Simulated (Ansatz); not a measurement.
This run works on a generated trial structure, not on a known crystal.

Input and command of a plane-wave DFT calculation in Ansatz:

```yaml
crystal:
  lattice:
    - [6.34176624, 0.0, 0.0]
    - [0.0, 6.34176624, 0.0]
    - [0.0, 0.0, 3.19593322]
  atoms:
    - { symbol: Zr, position: [0.5, 0.5, 0.0] }
    - { symbol: Zr, position: [0.0, 0.0, 0.0] }
    - { symbol: Mn, position: [0.6714325, 0.1714325, 0.5], spin: 4.0 }
    - { symbol: Mn, position: [0.3285675, 0.8285675, 0.5], spin: 4.0 }
    - { symbol: Mn, position: [0.1714325, 0.3285675, 0.5], spin: 4.0 }
    - { symbol: Mn, position: [0.8285675, 0.6714325, 0.5], spin: 4.0 }
    - { symbol: "N", position: [0.12046622, 0.62046622, 0.0] }
    - { symbol: "N", position: [0.87953378, 0.37953378, 0.0] }
    - { symbol: "N", position: [0.62046622, 0.87953378, 0.0] }
    - { symbol: "N", position: [0.37953378, 0.12046622, 0.0] }
basis:
  ecutwfc: 420
kpoints:
  mp_grid: { grid: [2, 2, 4] }
hamiltonian:
  xc: pbe
scf:
  occupations: { method: gaussian, width: 0.15 }
  lower_state_search: "off"
output:
  forces: true
  stress: true
  eigenvalues: true
  populations: true
magnetization:
  spin_polarized: true
relax:
  adjacent_minimum: "off"
  f_tol: 0.08
  max_steps: 16
  cell: { stress_tol: 0.8 }
```

```bash
ansatz run input.yaml --threads 1 --pin off --max-ram 2560MiB --backend cpu --events-out ev --progress --plain --runs-dir out
```

Processor: Arm Neoverse N1, 1 thread, on a host shared with other jobs.

Question: How long does it run, and how much memory does it take?

Answer: About 3.6 min, peak memory 0.52 GiB. It solves 72 bands at 9 k points (after reduction by symmetry) with about 2263 plane waves (on the last cell), in 61 SCF iterations over 7 ionic steps.
